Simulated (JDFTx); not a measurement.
An input for a modified build of JDFTx (Si4H9 (SMILES [SiH2][SiH]([SiH3])[SiH3]), charge 0, multiplicity 2, linear PCM (GLSSA13), chloroform, no salt; bohr, hartree) and the course of its log:

```
lattice \
  25.9837342136 0.0000000000 0.0000000000 \
  0.0000000000 25.0388711513 0.0000000000 \
  0.0000000000 0.0000000000 21.2594189020
coords-type Cartesian
ion Si -0.1614334003 3.9280750324 0.0976236134 0
ion Si -0.0881609205 -0.3276964677 -0.6855880853 0
ion Si -3.4756094591 -2.7755387121 0.7236172260 0
ion Si 3.7790605367 -2.0545025073 0.4626868641 0
ion H -2.4872242501 5.4191302460 -0.1411291462 0
ion H 1.0257134810 4.8973390624 2.4092979414 0
ion H -0.2195098407 -0.4657915495 -3.4941660148 0
ion H -3.4740312814 -5.4191302460 -0.1025348843 0
ion H -5.8815563607 -1.6915826004 -0.1129903543 0
ion H -3.5367598349 -2.8012547154 3.4941660148 0
ion H 3.8304297111 -4.8151944074 0.2791445550 0
ion H 5.8815563607 -1.1234476665 -1.0705969643 0
ion H 4.3775034717 -1.4320081206 3.0916131217 0
ion-species pseudo/si_pbe_v1.upf
ion-species pseudo/h_pbe_v1.4.upf
elec-cutoff 20 100
elec-ex-corr gga-PBE
symmetries none
elec-n-bands 13
spintype z-spin
elec-initial-magnetization 1 yes
electronic-scf nIterations 100 energyDiffThreshold 1e-8
fluid LinearPCM
pcm-variant GLSSA13
fluid-solvent CHCl3
fluid-minimize nIterations 400 knormThreshold 1e-11
wavefunction read s3.wfns
dump-name s5.$VAR
dump End State Ecomponents EigStats BandEigs Forces ElecDensity IonicPositions FluidDebug
```

```
[one cycle in 5 is shown, and the last three; fluid-solver lines are left out]
SCF: Cycle:  0   Etot: -17.484863867387105   dEtot: +3.587e+00   |Residual|: 4.243e-01   |deigs|: 4.352e-02
SCF: Cycle:  5   Etot: -21.068947605388409   dEtot: -5.688e-03   |Residual|: 5.049e-02   |deigs|: 7.232e-03
SCF: Cycle: 10   Etot: -21.072707108472194   dEtot: -2.373e-05   |Residual|: 1.695e-02   |deigs|: 7.587e-03
SCF: Cycle: 15   Etot: -20.737691598996545   dEtot: -1.716e+00   |Residual|: 1.577e-01   |deigs|: 4.194e-02
SCF: Cycle: 20   Etot: -20.740388203661926   dEtot: -1.542e-02   |Residual|: 1.465e-01   |deigs|: 6.833e-03
SCF: Cycle: 25   Etot: -21.056291055583330   dEtot: -1.091e-01   |Residual|: 6.427e-02   |deigs|: 2.151e-02
SCF: Cycle: 30   Etot: -21.072769292077087   dEtot: +3.334e-04   |Residual|: 9.272e-03   |deigs|: 1.607e-03
SCF: Cycle: 35   Etot: -21.038889052288646   dEtot: -2.553e-01   |Residual|: 3.625e-02   |deigs|: 2.609e-02
SCF: Cycle: 40   Etot: -21.073127007179121   dEtot: -2.051e-03   |Residual|: 4.428e-03   |deigs|: 3.173e-02
SCF: Cycle: 45   Etot: -20.933399843968694   dEtot: -7.926e-02   |Residual|: 7.723e-02   |deigs|: 9.810e-03
SCF: Cycle: 50   Etot: -18.439473329553515   dEtot: +2.633e+00   |Residual|: 5.735e-01   |deigs|: 3.270e-02
SCF: Cycle: 55   Etot: -21.072552573349707   dEtot: -3.713e-03   |Residual|: 4.642e-03   |deigs|: 7.770e-04
SCF: Cycle: 60   Etot: -19.525302912420280   dEtot: -3.134e+00   |Residual|: 2.481e-01   |deigs|: 7.618e-02
SCF: Cycle: 65   Etot: -20.936586734824022   dEtot: -2.676e-01   |Residual|: 8.493e-02   |deigs|: 2.328e-02
SCF: Cycle: 70   Etot: -21.073417805424825   dEtot: -1.905e-03   |Residual|: 3.497e-03   |deigs|: 5.671e-03
SCF: Cycle: 75   Etot: -20.814084898589208   dEtot: -1.816e-02   |Residual|: 1.233e-01   |deigs|: 1.620e-03
SCF: Cycle: 80   Etot: -21.072150749741894   dEtot: -7.488e-03   |Residual|: 2.931e-03   |deigs|: 2.786e-03
SCF: Cycle: 85   Etot: -21.073780135336907   dEtot: -2.892e-04   |Residual|: 3.339e-03   |deigs|: 5.144e-03
SCF: Cycle: 90   Etot: -20.676739128096532   dEtot: -8.398e-01   |Residual|: 1.361e-01   |deigs|: 2.448e-02
SCF: Cycle: 95   Etot: -20.798135849200072   dEtot: -2.006e-02   |Residual|: 1.238e-01   |deigs|: 1.438e-03
SCF: Cycle: 97   Etot: -21.062752970966379   dEtot: -9.221e-02   |Residual|: 6.075e-02   |deigs|: 1.632e-02
SCF: Cycle: 98   Etot: -21.070619298593854   dEtot: -7.866e-03   |Residual|: 4.504e-02   |deigs|: 2.561e-03
SCF: Cycle: 99   Etot: -21.072196632361887   dEtot: -1.577e-03   |Residual|: 2.896e-02   |deigs|: 1.809e-03
SCF: None of the convergence criteria satisfied after 100 iterations.
IonicMinimize: Iter:   0  Etot: -21.072196632361887  |grad|_K:  0.000e+00
IonicMinimize: Converged (|grad|_K<1.000000e-04).
```

This run gave no converged result. The electronic loop ended without meeting its threshold, so the last energy, chemical potential and forces aren't results.
